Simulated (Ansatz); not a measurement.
LaBiS₂O:
```
CELL_PARAMETERS angstrom
      4.03183     0.00000     0.00000
      0.00000     4.03183     0.00000
      0.00000     0.00000    14.02545
ATOMIC_POSITIONS crystal
  La 0.50000 0.00000 0.58919
  La 0.00000 0.50000 0.41081
  Bi 0.00000 0.50000 0.86920
  Bi 0.50000 0.00000 0.13080
  S  0.50000 0.00000 0.89031
  S  0.00000 0.50000 0.10969
  S  0.00000 0.50000 0.69178
  S  0.50000 0.00000 0.30822
  O  0.00000 0.00000 0.50000
  O  0.50000 0.50000 0.50000
```

Relaxed with r²SCAN+D4.

Q: Give the Bader charges and basin volumes of the independent atoms, r²SCAN+D4 in the plane-wave PAW code Ansatz.

A: 

```tsv
atom	Bader charge (e)	Bader volume (Å³)
La1	+2.08	19.5
Bi3	+1.33	23.1
S5	-0.99	29.1
S7	-1.09	29.6
O9	-1.33	12.7
```

Space group P4/nmm. The first step of the workflow began from a Materials Project structure, measured or hypothetical; the Crystallography Open Database copy checked does not list it. Its standing as an ambient phase is unchecked. The r²SCAN+D4 relaxation kept the symmetry of its start. At this level the phase is dynamically unstable (imaginary phonons). Spin–orbit coupling is left out wherever it is not named.

Potentials: the earlier of the program's two PAW sets. The files were generated under PBE; for other functionals the program regenerates the frozen cores, and for LDA and PBEsol the local potential too.
